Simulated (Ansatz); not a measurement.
## Two-dimensional strain map in Rh

Method: DFT r2SCAN, scalar-relativistic, plane waves, PAW in Ansatz 0.2.0. Cutoff 500 eV, Γ-centred 18×18×12 k-points, Gaussian smearing of 0.15 eV. No spin polarisation. Energies are free energies at this smearing, counted from the undisturbed cell; pressure is positive in compression.

Zero of the scan (as given, not relaxed at this level; it stands at -9.6 GPa; this form isn't the usual structure):

```
CELL_PARAMETERS angstrom
2.73098 0.00000 0.00000
-1.36549 2.36510 0.00000
0.00000 0.00000 4.42849
ATOMIC_POSITIONS crystal
Rh 0.66667 0.33333 0.75000
Rh 0.33333 0.66667 0.25000
```

The cell is strained by p along both x and y and by q along z, fractional coordinates fixed. Points are written (p, q). At -10 GPa the given cell is far from its own equilibrium, so these figures belong to a strongly strained crystal.

Energy above the undisturbed cell in meV/atom (a dash: not computed):

```csv
p \ q,-0.030,-0.015,0.000,0.015,0.030
-0.030,?,?,0.0,3.9,15.4
-0.015,-10.0,-16.1,-12.8,?,16.6
0.000,-12.1,-10.5,0.0,18.0,42.4
0.015,8.5,17.4,34.4,58.5,88.6
0.030,47.9,63.7,86.8,116.5,?
```

(1) Fill in the withheld energies.

Results:

(1) (-0.030, -0.030): 19.2; (-0.030, -0.015): 4.6; (-0.015, 0.015): -1.6; (0.030, 0.030): 151.7.